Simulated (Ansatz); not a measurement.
AlSiCN:
```xyz
8
Lattice="3.1258 0.0000 0.0000 -1.5629 2.7070 0.0000 0.0000 0.0000 9.9726" Properties=species:S:1:pos:R:3 pbc="T T T"
Al     0.0000     1.8047     9.9310
N      0.0000     1.8047     1.9695
Al     1.5629     0.9023     2.3493
N      1.5629     0.9023     4.3913
Si     0.0000     1.8047     5.0250
C      0.0000     1.8047     6.8311
Si     1.5629     0.9023     7.5556
C      1.5629     0.9023     9.3436
```

Relaxed with PBEsol. Special points in fractions of this cell's reciprocal vectors: Γ (0.000, 0.000, 0.000); M (0.500, 0.000, 0.000); K (0.333, 0.333, 0.000); A (0.000, 0.000, 0.500); L (0.500, 0.000, 0.500); H (0.333, 0.333, 0.500).

Problem. List the band energies nearest the Fermi level at these points for PBEsol (plane waves, PAW; program Ansatz).

Solution. In eV from the Fermi level; about four levels below and three above (degenerate sets whole), none deeper than 8.9 eV; points with the same levels are listed once.

| k | below | above |
|---|---|---|
| Γ | -2.04 -1.98 -1.98 -0.17 | 0.14 0.14 2.82 |
| M | -3.56 -3.20 -0.92 -0.13 | 2.22 2.59 3.64 |
| K | -5.08 -3.73 -2.70 -2.63 | 1.11 3.91 4.03 |
| A | -3.58 -3.58 -3.11 -1.98 -1.98 | 0.11 0.14 0.14 |
| L | -3.57 -3.04 -0.95 -0.21 | 2.10 2.16 3.51 |
| H | -4.38 -3.86 -3.06 -3.04 | 1.55 3.35 4.35 |

Space group P3m1. The start of the workflow was typed in or built on a structure type; the Crystallography Open Database copy checked does not list it. Whether it is the stable phase at ambient conditions was not checked. The cell was relaxed with PBEsol under the symmetry of its start; whether a distortion lowers the energy is not shown.

Potentials: the earlier of the program's two PAW sets. The files were generated under PBE; for other functionals the program regenerates the frozen cores, and for LDA and PBEsol the local potential too.
